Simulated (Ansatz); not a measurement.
ZnCu2SnS4 single point

input.yaml (Ansatz 0.2.0)

```yaml
crystal:
  lattice:
    - [-2.75708967, 2.75708967, 5.504641]
    - [2.75708967, -2.75708967, 5.504641]
    - [2.75708967, 2.75708967, -5.504641]
  atoms:
    - { symbol: Cu, position: [0.0, 0.0, 0.0] }
    - { symbol: Cu, position: [0.75, 0.25, 0.5] }
    - { symbol: Zn, position: [0.25, 0.75, 0.5] }
    - { symbol: Sn, position: [0.5, 0.5, 0.0] }
    - { symbol: S, position: [0.37161, 0.88441, 0.9996] }
    - { symbol: S, position: [0.11559, 0.11519, 0.4872] }
    - { symbol: S, position: [0.88481, 0.37201, 0.0004] }
    - { symbol: S, position: [0.62799, 0.62839, 0.5128] }
  symmetry: { tolerance: 0.0003 }
kpoints:
  mp_grid: { grid: [7, 7, 7], shift: [0, 0, 0] }
  band_path:
    path:
      - [0.0, 0.0, 0.0]
      - [0.0, 0.0, 0.5]
      - [0.25, 0.25, 0.25]
      - [0.0, 0.5, 0.0]
      - [0.0, 0.0, 0.0]
      - [0.5, 0.5, -0.5]
      - [0.31271679, 0.68728321, -0.31271679]
      - [-0.31271679, 0.31271679, 0.31271679]
      - [0.0, 0.0, 0.0]
      - [0.0, 0.0, 0.5]
      - [-0.12543357, 0.12543357, 0.5]
    npoints: 6
magnetization:
  spin_polarized: false
scf:
  occupations: { method: cold, width: 0.0104 }
  lower_state_search: "off"
  max_iter: 200
hamiltonian:
  pseudopotentials: { kind: paw }
  xc: r2scan
basis:
  ecutwfc: 500
  fft_grid_basis: typed
output:
  forces: true
  stress: true
  eigenvalues: true
  populations: true
  elf: true
  write_potential: true
  volumetric_format: npy
  dos:
    e_range: [-12, 8]
    de: 0.05
    projected: { site_lists: { Cu: [Cu], S: [S], Sn: [Sn], Zn: [Zn] } }
checkpoint:
  read: saved_state
```

The saved state is an earlier solution for the same cell, perhaps on another mesh. 

Parts of the output:

```
Pseudopotentials: kind: paw
Pseudopotential: Cu, paw, valence charge 19, recommended cutoff 500 eV (meta_gga), Cu.paw.azcp
Pseudopotential: Zn, paw, valence charge 12, recommended cutoff 500 eV (meta_gga), Zn.paw.azcp
Pseudopotential: Sn, paw, valence charge 14, recommended cutoff 500 eV (meta_gga), Sn.paw.azcp
Pseudopotential: S, paw, valence charge 6, recommended cutoff 500 eV (meta_gga), S.paw.azcp
Functional definition: r2SCAN
  exchange = r2scan_x(k0 = k0, k1 = k1, a1 = a1)
  correlation = r2scan_c
Crystal: 8 atoms, lattice volume = 167.375 Å³
Basis set: ecut = 500 eV, 4221 PW (Γ), exchange–correlation on 200×200×200 points (64 copies of the dense FFT grid, shifted against one another)
Bands: 53, of which v1, the nominal top of the filled ones, is band 44 counted from 1 (43 counted from 0)
Symmetry: 4 space group operations
Space group: I-4 (ITA 82), of the structure as read, at distance tolerance 1.7e-3 Å
k-points: 52 of 343 (time reversal used)
Initial density: read from a saved state, or passed on in memory by an earlier SCF of this step, an earlier step, the calling program or the single point that the run made first
Functional: x = r2scan, c = r2scan; τ floored in thin density (d = 2e-4 eV/Å³)
Free energy (F): -26254.5194 eV
Harris-Foulkes:  -26254.5194 eV  (|F-HF|=2.85e-8)
Internal energy: -26254.5194 eV  (E = F + TS)
E sigma→0 (E₀):  -26254.5194 eV
Fermi energy:    7.5444 eV
--- Per-component energies (eV) ---
  E_band       = -1213.0731
  E_kinetic    = 1339.4792
  E_local      = -15174.2586  (includes V_loc(G=0)·N_el)
  E_nonlocal   = 1512.7333
  E_hartree    = 6830.1344
  E_xc         = -1026.2344
  E_vxc        = -775.1333  (∫ρ·V_xc dr)
  E_paw        = -11827.8176  (= ΣΔE_a)
  E_vpaw       = -1820.2910  (= ΣTr[D̂ρ^β])
  E_aug_tail   = 0.0002  (compensation charges beyond the density's cutoff)
  E_vtau       = 44.1043  (kinetic-family band-sum trace: ∫τ·v_τ [+ j·A + Jᵃ·Aᵃ] dr)
  E_ewald      = -7908.0674
  E_core_change = -0.4886  (= ΣΔE_core)
  E_smearing   = 0.0000  (= −TS)
--- Forces (eV/Å), atoms counted from 1 ---
  atom   1  Cu     0.0000     0.0000     0.0000
  atom   2  Cu     0.0000     0.0000     0.0000
  atom   3  Zn     0.0000     0.0000     0.0000
  atom   4  Sn     0.0000     0.0000     0.0000
  atom   5  S      0.2896    -0.0220     0.0632
  atom   6  S     -0.0220    -0.2896    -0.0632
  atom   7  S     -0.2896     0.0220     0.0632
  atom   8  S      0.0220     0.2896    -0.0632
--- Stress (GPa, compression-positive) ---
       -3.2939       0.0000       0.0000
        0.0000      -3.2939       0.0000
        0.0000       0.0000      -3.4041
  P = ⅓ Tr σ = -3.3306 GPa (-33.306 kbar)
```

Total energies depend on the potentials used, so only differences within one code and one set of settings carry meaning.

Origin: a database entry at a rescaled volume.
